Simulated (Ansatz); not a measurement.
Relaxed-ion elastic tensor of Be (hcp (Mg type), space group No. 194) in GPa (Voigt order), LDA (plane waves, PAW; program Ansatz); density 1.98 g/cm³, 7.55 Å³ per atom.

|  | 1 | 2 | 3 | 4 | 5 | 6 |
|---|---|---|---|---|---|---|
| 1 | 335 | 31.8 | 11.2 | 0.0 | 0.0 | 0.0 |
| 2 | 31.8 | 335 | 11.2 | 0.0 | 0.0 | 0.0 |
| 3 | 11.2 | 11.2 | 407 | 0.0 | 0.0 | 0.0 |
| 4 | 0.0 | 0.0 | 0.0 | 176 | 0.0 | 0.0 |
| 5 | 0.0 | 0.0 | 0.0 | 0.0 | 176 | 0.0 |
| 6 | 0.0 | 0.0 | 0.0 | 0.0 | 0.0 | 152 |

Problem. Is the crystal mechanically stable?

Solution. Yes: the smallest eigenvalue of C is 152 GPa.

Problem. Work out the Voigt, Reuss and Hill averages.

Solution. K_V = 132, K_R = 131, K_H = 132; G_V = 169, G_R = 168, G_H = 168 GPa.

Problem. Give Young's modulus, Poisson's ratio, Pugh's ratio and the universal anisotropy index.

Solution. E = 9KG/(3K + G) = 354 GPa; ν = 0.05; K/G = 0.78 (brittle by the Pugh limit of 1.75); A_U = 5G_V/G_R + K_V/K_R − 6 = 0.05.

Problem. Estimate the sound speeds and the Debye temperature.

Solution. v_l = √((K + 4G/3)/ρ) = 13400 m/s, v_t = √(G/ρ) = 9210 m/s, mean 10000 m/s; Θ = (h/k)(3n/4πV)^(1/3) v_m = 1520 K.

Problem. How much does each axis shrink under pressure?

Solution. Linear compressibilities β_i = Σ_j S_ij (j = 1 to 3): x 2.7, y 2.7, z 2.3 per TPa.

Space group P6_3/mmc (hcp (Mg type)). Symmetry was held in the LDA relaxation. As this level gives no gap, shear constants depend on the k-mesh and smearing (Fermi–Dirac, 0.1 eV here).

Potentials: the later of the program's two PAW sets.
